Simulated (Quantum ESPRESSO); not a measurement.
# Computed records: Ca$_{2}$MgZnO$_{4}$ (made-up cell), Al$_{3}$ZnN$_{3}$O (made-up cell), GeB$_{3}$P$_{3}$C (made-up cell)

Calculation on a made-up crystal cell, not a measurement, rerun at a higher cutoff and a denser mesh: periodic Kohn-Sham density functional theory in plane waves with PseudoDojo standard norm-conserving scalar-relativistic pseudopotentials, each functional with its own files (v0.5 for PBE, v0.4.1 for LDA and PBEsol), no spin polarisation, no spin-orbit coupling, atoms not relaxed, stress positive in tension, energies less a fixed whole-eV offset for each atom's element; levels are Kohn-Sham levels at fractions of this cell's reciprocal vectors, counted from the reference band (half the neutral cell's valence electrons, rounded up) at Gamma; error bars give the change to or from the runs named with them, not the error of the files; each bar is the largest change over components, and at least 0.002 eV, 0.002 eV per angstrom or 0.02 GPa; energies are for the whole cell, and the offsets were chosen from early runs and are not element reference energies; machines and their load varied, so run times do not measure scaling. Program: Quantum ESPRESSO 7.5.

Common to all runs: functional pbe; fermi dirac smearing 0.025 eV; scf tolerance 1e-07 eV; electrons removed 0; run command pw.x -nk 1 -in in; run processor AMD EPYC, Zen 5 class, virtual cores.

(1) Ca$_{2}$MgZnO$_{4}$ (made-up cell)

```
Ca2MgZnO4
1.0
      4.5304    -0.0517    -0.0471
     -0.0517     4.4302    -0.0116
     -0.0471    -0.0116     4.4987
Ca Zn Mg O
2 1 1 4
Direct
  -0.01170 0.01616 0.00759
  -0.00103 0.53582 0.47606
  0.49086 -0.01555 0.50329
  0.54294 0.49808 -0.01528
  0.50659 0.03589 0.03603
  0.49479 0.48851 0.48507
  1.01261 -0.00567 0.52949
  0.99327 0.47294 -0.01950
```

```
lattice type                                        : rocksalt
cutoff                                              : 1437 eV
k mesh                                              : 6 x 6 x 6, shifted by half a step
free energy less offsets                            : 1.538 eV
scf iterations                                      : 12
smearing term minus ts                              : 0 eV
pressure                                            : 14.02 GPa
stress xx                                           : -10.42 GPa
stress yy                                           : -20.82 GPa
stress zz                                           : -10.82 GPa
stress yz                                           : -1.385 GPa
stress xz                                           : -1.81 GPa
stress xy                                           : -2.13 GPa
error bar energy                                    : 0.002 eV
error bar stress                                    : 0.03748 GPa
error bar force                                     : 0.009499 eV/Å
error bars from                                     : change from the looser run of this cell
wall time of scf and band steps on a shared machine : 1357 s
```

Atoms:
```csv
atoms element,atom site,atom energy offset (eV)
Ca,1,-1055
Ca,2,-1055
Zn,3,-5687
Mg,4,-1617
O,5,-452
O,6,-452
O,7,-452
O,8,-452
```

Forces:
```csv
site,x (eV/Å),y (eV/Å),z (eV/Å)
1,1.224,-1.534,0.3093
2,0.2847,-2.664,0.6818
3,-0.1261,0.592,-0.1445
4,-1.246,-0.2229,0.03107
5,-0.4572,-1.127,-0.4531
6,0.4655,0.6784,0.4209
7,0.01156,1.527,-0.8852
8,-0.1564,2.752,0.03972
```

(2) Al$_{3}$ZnN$_{3}$O (made-up cell)

```
Al3ZnN3O
1.0
      3.1015     0.0000     0.0000
      0.0000     5.3719     0.0000
      0.0000     0.0000     4.9566
Al Zn Al N O N
1 1 2 1 1 2
Direct
  -0.01767 0.01757 0.00117
  0.49354 0.49832 0.00042
  0.47145 0.17137 0.51866
  -0.03057 0.66273 0.50704
  0.01976 -0.00356 0.38361
  0.50008 0.51647 0.38288
  0.48441 0.16903 0.86491
  -0.02744 0.64579 0.86414
```

```
lattice type : wurtzite
cutoff       : 1437 eV
k mesh       : 8 x 6 x 6, shifted by half a step
stress xx    : withheld
stress yy    : withheld
```

Atoms:
```csv
atoms element,atom site,atom energy offset (eV)
Al,1,-64
Zn,2,-5687
Al,3,-64
Al,4,-64
N,5,-283
O,6,-452
N,7,-283
N,8,-283
```

(3) GeB$_{3}$P$_{3}$C (made-up cell)

```
GeB3P3C
1.0
      4.6174     0.0470    -0.0208
      0.0470     4.5716    -0.0202
     -0.0208    -0.0202     4.6160
B Ge P C
3 1 3 1
Direct
  -0.00420 -0.01175 -0.00618
  -0.00996 0.49713 0.48551
  0.48731 0.01405 0.49743
  0.50323 0.50173 -0.00130
  0.24577 0.25026 0.25853
  0.25170 0.74593 0.75340
  0.74907 0.25131 0.75820
  0.74899 0.75113 0.25023
```

```
lattice type : zincblende/diamond
cutoff       : 1347 eV
k mesh       : 6 x 6 x 6, shifted by half a step
stress yz    : withheld
pressure     : withheld
```

Atoms:
```csv
atoms element,atom site,atom energy offset (eV)
B,1,-79
B,2,-79
B,3,-79
Ge,4,-2430
P,5,-189
P,6,-189
P,7,-189
C,8,-163
```

**Q.** Al$_{3}$ZnN$_{3}$O (made-up cell) (entry 2): stress xx?
**A.** -17.18 GPa

**Q.** Give the missing stress yy for Al$_{3}$ZnN$_{3}$O (made-up cell) (entry 2).
**A.** -6.594 GPa

**Q.** Give the table of forces values for Al$_{3}$ZnN$_{3}$O (made-up cell) (entry 2).
**A.** 
Forces:
```csv
site,x (eV/Å),y (eV/Å),z (eV/Å)
1,0.2126,-2.075,-1.098
2,-1.261,0.3405,-0.9893
3,1.564,-0.6163,-2.301
4,1.327,1.728,0.2291
5,-1.867,0.7478,-0.734
6,-1.301,-1.568,1.946
7,-0.02656,-2.002,2.595
8,1.352,3.444,0.3519
```

**Q.** What stress yz does the calculation give for GeB$_{3}$P$_{3}$C (made-up cell) (entry 3)?
**A.** 1.412 GPa

**Q.** Estimate the pressure of GeB$_{3}$P$_{3}$C (made-up cell) (entry 3).
**A.** 12.07 GPa

Further results for Al$_{3}$ZnN$_{3}$O (made-up cell) (entry 2):

```
free energy less offsets                            : -1.395 eV
scf iterations                                      : 12
smearing term minus ts                              : 0 eV
pressure                                            : 16.62 GPa
stress zz                                           : -26.09 GPa
stress yz                                           : 0.2126 GPa
stress xz                                           : -1.42 GPa
stress xy                                           : -5.632 GPa
reference band                                      : 25
error bar energy                                    : 0.002 eV
error bar stress                                    : 0.02421 GPa
error bar force                                     : 0.002 eV/Å
error bar next band up                              : 0.002 eV
error bars from                                     : change from the looser run of this cell
wall time of scf and band steps on a shared machine : 1264 s
```

Levels:
```csv
level k point,next band up (eV)
Gamma,0.8616
"(1/2,1/2,1/2)",2.514
"(0.15,0,0)",1.682
"(0,0.15,0)",1.256
"(0,0,0.15)",1.243
```

Further results for GeB$_{3}$P$_{3}$C (made-up cell) (entry 3):

```
free energy less offsets                            : 0.9613 eV
scf iterations                                      : 11
smearing term minus ts                              : 0 eV
stress xx                                           : -11.94 GPa
stress yy                                           : -12.88 GPa
stress zz                                           : -11.4 GPa
stress xz                                           : 2.699 GPa
stress xy                                           : 14.07 GPa
reference band                                      : 21
error bar energy                                    : 0.004865 eV
error bar stress                                    : 0.0249 GPa
error bar force                                     : 0.003626 eV/Å
error bar next band up                              : 0.002 eV
error bars from                                     : change from the looser run of this cell
wall time of scf and band steps on a shared machine : 545.6 s
```

Forces:
```csv
site,x (eV/Å),y (eV/Å),z (eV/Å)
1,-1.095,-0.751,2.249
2,-1.416,2.131,-0.19
3,2.251,-2.355,-0.1469
4,2.791,3.357,7.047
5,-3.761,-3.263,1.729
6,-5.363,4.989,-5.948
7,5.103,-5.387,-6.106
8,1.49,1.28,1.365
```

Levels:
```csv
level k point,next band up (eV)
Gamma,0.5386
"(1/2,1/2,1/2)",1.877
"(0.15,0,0)",0.7187
"(0,0.15,0)",0.7153
"(0,0,0.15)",0.7876
```
